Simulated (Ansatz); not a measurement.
An Ansatz (a quantum-chemistry and plane-wave program) run. Input:

Ansatz 0.2 input:
```yaml
crystal:
  lattice:
    - [4.0243866836, 0.0, 0.0]
    - [0.0, 4.0243866836, 0.0]
    - [0.0, 0.0, 4.0243866836]
  atoms:
    - { symbol: K, position: [0.5, 0.5, 0.5] }
    - { symbol: Ta, position: [0.0, 0.0, 0.0] }
    - { symbol: O, position: [0.0, 0.5, 0.0] }
    - { symbol: O, position: [0.5, 0.0, 0.0] }
    - { symbol: O, position: [0.0, 0.0, 0.5] }
kpoints:
  mp_grid: { grid: [6, 6, 6] }
hamiltonian:
  xc: pbe
  pseudopotentials: { kind: paw }
scf:
  occupations: { method: fixed }
phonons:
  method: dfpt
  response_accuracy: low
  qmesh: [3, 3, 3]
  interpolated_qmesh: [14, 14, 14]
  dielectric: true
  rigid_motions: translations
  temperatures: { t_max: 1000, t_step: 50 }
  qpath:
    path:
      - [[0.0, 0.0, 0.0], [0.0, 0.5, 0.0], [0.5, 0.5, 0.0], [0.0, 0.0, 0.0], [0.5, 0.5, 0.5], [0.0, 0.5, 0.0]]  # Γ-X-M-Γ-R-X
      - [[0.5, 0.5, 0.5], [0.5, 0.5, 0.0]]  # R-M
    npoints: 13
```

Output (shortened):

```
zone centre: on kpoints.mp_grid the ground state, and the responses unless they are solved on pairs of k-points, stand on 80 of the mesh's 216 k-points, …
Pseudopotentials: kind: paw
Pseudopotential: K, paw, valence charge 9
Pseudopotential: Ta, paw, valence charge 13
Pseudopotential: O, paw, valence charge 6
Functional definition: PBE
Crystal: 5 atoms, lattice volume = 65.178 Å³
Basis set: ecut = 420 eV, 1309 PW (Γ), exchange–correlation on 54×54×54 points (8 copies of the dense FFT grid, shifted against one another)
Bands: 25, of which v1, the nominal top of the filled ones, is band 20 counted from 1 (19 counted from 0)
Symmetry: 48 space group operations
k-points: 80 of 216 (irreducible under 2 space group operations, time reversal used)
Initial wavefunctions: pseudopotential atomic-orbital guess
Eigensolver: davidson
Functional: x = pbe(κ = 0.804, μ = 0.2195149727645171), c = pbe(β = 0.06672455060314922)
all-band conjugate gradients solve this SCF's bands
SCF 1 converged in 7 iterations: F = -13178.228619 eV  dr2 = 1.94e-11
── the response to a field inside a basis, on 8×8×8 k-points: an SCF that follows is theirs, and a resumed run solves both again ──
Crystal: 5 atoms, lattice volume = 65.178 Å³
Bands: 21, of which v1, the nominal top of the filled ones, is band 20 counted from 1 (19 counted from 0)
k-points: 20 of 512
Initial density: handed on by an earlier stage of this run
Initial wavefunctions: pseudopotential atomic-orbital guess (no wavefunctions were taken with the density)
Eigensolver: Dense (20 Hₖ)
all-band conjugate gradients don't solve this SCF's bands (scf.eigensolver.kind)
SCF 1 converged in 4 iterations: F = -13178.228358 eV  dr2 = 4.73e-8
WARN: on the 14×14×14 q-mesh 37 entries of the irreducible table, 1.665e-1 modes per cell, the lowest at -88.33 cm⁻¹, stand at or below zero and are read as no …
SCF converged after 7 iterations
Free energy (F): -13178.228619 eV
Harris-Foulkes:  -13178.228619 eV  (|F-HF|=2.36e-11)
Internal energy: -13178.228619 eV  (E = F + TS)
E sigma→0 (E₀):  -13178.228619 eV
Fermi energy:    8.421305 eV
--- Per-component energies (eV) ---
  E_band       = -266.631334
  E_kinetic    = 1143.464494
  E_local      = -2256.034670  (includes V_loc(G=0)·N_el)
  E_nonlocal   = 170.017186
  E_hartree    = 788.259895
  E_xc         = -575.380979
  E_vxc        = -651.891647  (∫ρ·V_xc dr)
  E_paw        = -9652.523520  (= ΣΔE_a)
  E_vpaw       = -248.713927  (= ΣTr[D̂ρ^β])
  E_aug_tail   = 0.007419  (compensation charges beyond the density's cutoff)
  E_ewald      = -2796.038444
  E_smearing   =  0.000000  (= −TS)
  E_closure    = 0.000000  (closes the sum)
  Σ components = -13178.228619   (vs F -13178.228619, Δ=0.00e0)
--- Band table (eV; the first three rows and the last of 80) ---
  k-point 0: bands = ["-59.2294", "-25.7119", "-25.7119", "-25.7119", "-18.9086", "-9.0082", "-8.3242", "-8.3242", "-2.4510", "-2.4510", "-2.4510", "6.0058", "6.0058", "6.0058", "7.4113", "7.4113", "7.4113", "7.8000", "7.8000", "7.8000", "10.5817", "10.5817", …
  k-point 1: bands = ["-59.2294", "-25.7317", "-25.7111", "-25.7111", "-18.9027", "-8.9404", "-8.3190", "-8.1828", "-2.4422", "-2.4422", "-2.4194", "5.3452", "5.9833", "5.9833", "7.0231", "7.0231", "7.1625", "7.2976", "7.6928", "7.6928", "10.6171", "11.3421", …
  k-point 2: bands = ["-59.2292", "-25.7709", "-25.7095", "-25.7095", "-18.8909", "-8.8956", "-8.3084", "-7.7591", "-2.4245", "-2.4245", "-2.3556", "3.8427", "5.9477", "5.9477", "6.4028", "6.4028", "6.5551", "7.0839", "7.6153", "7.6153", "10.6900", "12.6498", …
  k-point 79: bands = ["-59.2285", "-25.7827", "-25.7827", "-25.7827", "-18.8586", "-7.4681", "-7.4681", "-7.4681", "-2.6816", "-2.6816", "-2.6816", "2.9755", "3.1714", "3.1714", "4.6178", "4.6178", "4.6178", "8.4213", "8.4213", "8.4213", "14.6886", …
  band table: 25 of 25 bands, residual norms ≤ 1.0e-3 eV
--- Phonons (Γ-DFPT): 4 representative perturbations + reference, on 80 of 216 k-points (Σ response iterations 12) ---
  k mesh reduced under 2 symmetry operations, with k and −k counted as one. Each operation leaves every solved perturbation unchanged …
  ASR residual: 1.692e-3 → 0.000e0 eV/Å²; symmetrization residual: 2.851e-5 eV/Å²
  ASR residual per site (eV/Å²): 5.22e-5 1.69e-3 1.35e-3 1.35e-3 1.35e-3
  Γ frequencies (cm⁻¹): -88.33 -88.33 -88.33 0.00 0.00 0.00 177.66 177.66 177.66 262.58 262.58 262.58 503.01 503.01 503.01
  ε∞ (high-frequency dielectric tensor):
        5.407816     0.000000     0.000000
        0.000000     5.407816     0.000000
        0.000000     0.000000     5.407816
  ε⁰ (static dielectric tensor): not given — an optical mode at Γ is not stable, and the ionic part, a sum over the modes at Γ, is formed only where all of …
  softest optical mode at Γ: -88.33 cm⁻¹; the repairs (sum rule, projections) moved no ω² at Γ by more than (5.49 cm⁻¹)²
  Born effective charges Z* (e; rows j = field, columns β = displacement):
    site 0:
         1.14846    0.00000    0.00000
         0.00000    1.14846    0.00000
         0.00000    0.00000    1.14846
    site 1:
         8.73243    0.00000    0.00000
         0.00000    8.73243    0.00000
         0.00000    0.00000    8.73243
    site 2:
        -1.65689    0.00000    0.00000
         0.00000   -6.56710    0.00000
         0.00000    0.00000   -1.65689
    site 3:
        -6.56710    0.00000    0.00000
         0.00000   -1.65689    0.00000
         0.00000    0.00000   -1.65689
    site 4:
        -1.65689    0.00000    0.00000
         0.00000   -1.65689    0.00000
         0.00000    0.00000   -6.56710
  Z* charge neutrality: 4.271e-3 e pre-enforcement
  solved inside a basis spanned on kpoints, on 8×8×8 k-points, its susceptibility summed on 10×10×10: ε∞ is read to err by 1.7e-2, Z* by 4.0e-2 e (field_mesh …
  optical modes at Γ without the LO–TO term, one row a degenerate level:
      ω (cm⁻¹)  modes    IR ((D/Å)²/amu)
        -88.33      3           170.5627
        177.66      3            13.3452
        262.58      3             0.0000
        503.01      3            57.9154
  optical modes at Γ + LO–TO along q̂ = [1.0000, 0.0000, 0.0000]:
      ω (cm⁻¹)  modes    IR ((D/Å)²/amu)
        -88.33      2           113.7084
        167.96      1             0.0620
        177.66      2             8.8968
        262.58      3             0.0000
        400.18      1             6.0381
        503.01      2            38.6103
        759.07      1            74.5076
  optical modes at Γ + LO–TO along q̂ = [0.0000, 1.0000, 0.0000]:
      ω (cm⁻¹)  modes    IR ((D/Å)²/amu)
        -88.33      2           113.7084
        167.96      1             0.0620
        177.66      2             8.8968
        262.58      3             0.0000
        400.18      1             6.0381
        503.01      2            38.6103
        759.07      1            74.5076
  optical modes at Γ + LO–TO along q̂ = [0.0000, 0.0000, 1.0000]:
      ω (cm⁻¹)  modes    IR ((D/Å)²/amu)
        -88.33      2           113.7084
        167.96      1             0.0620
        177.66      2             8.8968
        262.58      3             0.0000
        400.18      1             6.0381
        503.01      2            38.6103
        759.07      1            74.5076
  non-analytic LO–TO correction: the dipole-dipole term of the run's Born effective charges and high-frequency dielectric tensor (where they are solved with …
--- Phonons (arbitrary-q DFPT): 4 irreducible q on the 3×3×3 mesh ---
  q = [0.0000, 0.0000, 0.0000] (star 1, of the zone-centre solve; hermiticity 6.23e-6, symmetrization 9.93e-7): -88.33 -88.33 -88.33  0.00  0.00 0.00 177.66 177.66 177.66 262.58 262.58 262.58 503.01 503.01 503.01
  q = [0.0000, 0.0000, 0.3333] (star 6, 9 solved perturbations in 756 linear systems a pass and spin channel, the states on 96 of 216 k-point pairs; hermiticity 1.35e-6, symmetrization 2.77e-11): -29.82 -29.82 135.82 135.82 165.01 173.37 173.37 193.25 280.13 …
  q = [0.0000, 0.3333, 0.3333] (star 12, 9 solved perturbations in 1116 linear systems a pass and spin channel, the states on 144 of 216 k-point pairs; hermiticity 1.66e-6, symmetrization 1.89e-11): 15.60 130.09 153.35 159.57 199.31 208.65 222.89 265.50 …
  q = [0.3333, 0.3333, 0.3333] (star 8, 4 solved perturbations in 594 linear systems a pass and spin channel, the states on 216 of 216 k-point pairs; hermiticity 1.42e-6, symmetrization 1.42e-11): 153.56 153.92 153.92 187.92 187.92 195.42 236.77 236.77 237.37 …
  sum rule: each row above includes the acoustic sum rule's correction from the zone centre's row sums; it moved no ω² by more than (4.78 cm⁻¹)²
  mesh force constants: q→R imaginary residual 1.75e-16; ASR residual 1.692e-3 → 0.000e0 eV/Å²; symmetrization residual 1.066e-14 eV/Å²
  interpolated dispersion: 81 rows × 15 modes
  density of states and harmonic sums: on the 14×14×14 q-mesh, interpolated from the force constants of a 3×3×3 supercell (with the dipole–dipole term)
  largest difference from the sums on the solved wave vectors: F 5.51e-2 eV, S 9.84e-5 and C_V 4.28e-5 eV/K
  zero-point energy: 0.280932 eV/cell   skipped modes (ω ≤ 0): 40, of them read as no rigid motion or as one in doubt …
```

Cost: about 7 core-minutes (a rough figure) on shared cores.

Space group Pm-3m (cubic perovskite). Symmetry was held in the PBE relaxation. At this level the phase is dynamically unstable (imaginary phonons). The run is not spin-polarised. Scalar-relativistic: spin–orbit coupling is off unless named, which matters more the heavier the elements.

Potentials: the later of the program's two PAW sets.

Ansatz is a plane-wave DFT program.
